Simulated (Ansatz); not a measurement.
TiO2:
```xyz
6
Lattice="4.5969 0.0000 0.0000 0.0000 4.5969 0.0000 0.0000 0.0000 2.9536" Properties=species:S:1:pos:R:3 pbc="T T T"
Ti     0.0000     0.0000     0.0000
Ti     2.2985     2.2985     1.4768
O      1.4004     1.4004     0.0000
O      3.6988     0.8981     1.4768
O      0.8981     3.6988     1.4768
O      3.1966     3.1966     0.0000
```

Relaxed with r²SCAN.

Map the electron localisation function on the plane through (0.000, 0.000, 0.000) spanned by u = [0, 0, 1] and v = [1, 1, 0] in lattice vectors, from DFT-r²SCAN in the program Ansatz with PAW potentials.

x is the fraction of u, y of v (the angle between them is 90°; rows are the nearest grid lines); atoms in the plane: Ti at (0.00, 0.00), Ti at (0.50, 0.50), O at (0.00, 0.30), O at (0.00, 0.70).
```
|  +#+.  .  .+#+  |
|.:*#=   .   =#*:.|
|%#*-.       .-*#%|
|=-:           :-=|
|##*+-.     .-+*##|
|@@@%#=.   .=#%@@@|
|+*@@@#=. .=#@@@*+|
|:=%@@#-   -#@@%=:|
|=*@@@+.   .+@@@*=|
|@@@#::=***=::#@@@|
|%%*::+#####+::*%%|
|.. .=#+. .+#=. ..|
|.. .=#+. .+#=. ..|
|%%*::+#####+::*%%|
|@@@#::=***=::#@@@|
|=*@@@+.   .+@@@*=|
|:=%@@#-   -#@@%=:|
|+*@@@#=. .=#@@@*+|
|@@@%#=.   .=#%@@@|
|##*+-.     .-+*##|
|=-:           :-=|
|%#*-.       .-*#%|
|.:*#=   .   =#*:.|
|  +#+.  .  .+#+  |
```
Scale: ten equal steps from 0.007 (start of ' ') to 0.831 (end of '@'), in the order ' .:-=+*#%@'; x runs from 0.000 to 1.00, y from 0.000 (bottom) to 1.00 (top).

The density is the valence pseudo-density with augmentation charge, so density and ELF within about 1 Å of a nucleus are not all-electron values.

Space group P4_2/mnm (rutile). Symmetry was held in the r²SCAN relaxation. No spin polarisation was allowed.

Potentials: the later of the program's two PAW sets.
